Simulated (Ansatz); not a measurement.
Starting cell, CsSnI3 (cubic perovskite):

```
CELL_PARAMETERS angstrom
      6.13043     0.00000     0.00000
      0.00000     6.13043     0.00000
      0.00000     0.00000     6.13043
ATOMIC_POSITIONS crystal
  Cs 0.00000 0.00000 0.00000
  Sn 0.50000 0.50000 0.50000
  I  0.00000 0.50000 0.50000
  I  0.50000 0.50000 0.00000
  I  0.50000 0.00000 0.50000
```

Scan: atom 5 (I, nearest neighbour Sn at 3.065 Å; its periodic images, 6.1 Å or more away, move with it) is displaced along Cartesian [110], direction (0.707, 0.707, 0.000) in Cartesian axes, by s. The other atoms stay.

Calculation: PBEsol (plane waves to 420 eV, PAW, scalar-relativistic; Ansatz, an electronic-structure program). k mesh 6×6×6 (Γ-centred), Fermi-Dirac smearing 0.05 eV. E stands for the smeared free energy. CsSnI3 was relaxed with its symmetry unable to fall. Spin-orbit coupling is left out, though I is heavy. This is a high-temperature form of CsSnI3. ΔE is measured from the undisplaced structure.

| s (Å) | ΔE (meV/cell) |
|---|---|
| -0.920 | 1004 |
| -0.736 | 539 |
| -0.552 | 247 |
| -0.368 | withheld |
| -0.184 | 17 |
| 0.000 | 0 |
| 0.184 | 17 |
| 0.368 | withheld |
| 0.552 | 247 |
| 0.736 | 539 |
| 0.920 | 1004 |

Q: Fit an even polynomial form (powers 2, 4, 6) to the given rows and predict ΔE at s = 0.368.

A: Least squares on the 9 given rows: ΔE = (518.2)·s² + (1045)·s⁴ + (-302.8)·s⁶, in meV/cell with s in Å; root-mean-square residual 0.9 meV/cell. At 0.368 the fit gives 89 meV/cell; the calculation gives 87 meV/cell, so the interpolation is off by 2 (+2.3 %). The quadratic term alone would give 70 meV/cell.

(For displaced atoms, the force is minus the slope of the energy, and its curvature is a force constant, which sets phonon frequencies.)
